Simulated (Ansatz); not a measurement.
A structure of PbSe relaxed with PBEsol (plane waves to 420 eV, PAW, scalar-relativistic; Ansatz, a program for electronic structure); single points at other levels follow on the same geometry (Ansatz, PAW; PBEsol+SOC at 420 eV on a 9×9×9 k-mesh; spin-orbit coupling only where +SOC is written). Space group Fm-3m (No. 225).

Space group Fm-3m (No. 225); a = 6.1014 Å, b = 6.1014 Å, c = 6.1014 Å, α = 90.00°, β = 90.00°, γ = 90.00°

```json
[
 {"atom": "Pb", "site": "4b", "symmetry": "m-3m", "x": "0.5000", "y": "0.5000", "z": "0.5000"},
 {"atom": "Se", "site": "4a", "symmetry": "m-3m", "x": "0.0000", "y": "0.0000", "z": "0.0000"}
]
```
(The calculation used a cell of 2 atoms; values per cell refer to that cell.)

| level | gap (eV) | kind | conduction minimum |
|---|---|---|---|
| PBEsol | 0.17 | direct | L |
| PBEsol+SOC | (withheld) | (withheld) | (withheld) |

Task: Some entries are withheld; supply them.

Result: 
- PBEsol+SOC, gap (eV): 0.31
- PBEsol+SOC, kind: direct
- PBEsol+SOC, conduction minimum: L

The shift from spin-orbit coupling is approximate. No spin polarisation in the result.

It was reached from a disturbed copy of a Fm-3m (No. 225) cell (rock salt type), against which it lies under 1 meV/atom.
